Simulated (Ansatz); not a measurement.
# Bi$_{2}$Te (I4_1/amd) under several functionals

Plane-wave DFT in Ansatz with scalar-relativistic PAW potentials. The same structure was relaxed (cell and atoms, symmetry kept) in separate runs at each level. Whether it is the stable form of this composition wasn't checked. No spin polarisation.

How do the levels PBE, PBEsol, r2SCAN compare?

| level | cutoff (eV) | k mesh | V (Å³/atom) | a (Å) | c (Å) | B0 (GPa) |
| --- | --- | --- | --- | --- | --- | --- |
| PBEsol | 420 | 8×8×8 | 34.194 | 8.160 | 6.163 | 46 |
| r2SCAN | 500 | 8×8×8 | 35.400 | 8.285 | 6.189 | – |
| PBE | 420 | 8×8×8 | 36.086 | 8.347 | 6.216 | – |

The usual order of volumes, PBEsol < PBE, holds here (34.194, 36.086 Å³/atom). As a rule PBEsol, built on the gradient expansion of slowly varying densities, lies between LDA and PBE; PBE's stronger gradient term for exchange weakens bonds. r2SCAN lies 1.9 % under PBE in volume.

Spin–orbit coupling is left out, which can shift energies with elements as heavy as these.